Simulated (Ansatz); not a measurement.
AlGa3N4:
```yaml
crystal:
  lattice:
    - [3.16332, 0.00000, 0.00000]
    - [-1.58166, 2.73952, 0.00000]
    - [0.00000, 0.00000, 10.27828]
  atoms:
    - { symbol: Ga, position: [0.66667, 0.33333, 0.00274] }
    - { symbol: N, position: [0.66667, 0.33333, 0.19287] }
    - { symbol: Ga, position: [0.00000, 0.00000, 0.25545] }
    - { symbol: N, position: [0.00000, 0.00000, 0.44565] }
    - { symbol: Ga, position: [0.66667, 0.33333, 0.50858] }
    - { symbol: N, position: [0.66667, 0.33333, 0.69936] }
    - { symbol: Al, position: [0.00000, 0.00000, 0.75500] }
    - { symbol: N, position: [0.00000, 0.00000, 0.93904] }
```

Cartesian axes are those of the cell as given.

**Question.** Give the proper piezoelectric stress tensor with relaxed ions from r²SCAN (plane waves, PAW; program Ansatz).

**Answer.** In C/m², rows x, y, z, Voigt columns; mesh uncertainty up to 0.00.
```
 0.00   0.00   0.00   0.00  -0.30  -0.02
-0.02   0.02   0.00  -0.30   0.00   0.00
-0.46  -0.46   0.89   0.00   0.00   0.00
```

The elastic tensor of the same run (GPa):

```
 373   134  96.5  -0.8   0.0   0.0
 134   373  96.5   0.8   0.0   0.0
96.5  96.5   402   0.0   0.0   0.0
-0.8   0.8   0.0   102   0.0   0.0
 0.0   0.0   0.0   0.0   102  -0.8
 0.0   0.0   0.0   0.0  -0.8   120
```

**Question.** Convert to strain constants d = e·S.

**Answer.** In pC/N:
```
 0.0   0.0   0.0   0.0  -2.9  -0.2
-0.1   0.1   0.0  -2.9   0.0   0.0
-1.5  -1.5   2.9   0.0   0.0   0.0
```

Space group P3m1. The start of the workflow was typed in or built on a structure type; neither database checked (COD, Materials Project) lists it. Its standing as an ambient phase is unchecked. The r²SCAN relaxation kept the symmetry of its start; whether a distortion lowers the energy is not shown. Signs of piezoelectric constants follow the polarity of the cell as given.

Potentials: the earlier of the program's two PAW sets.
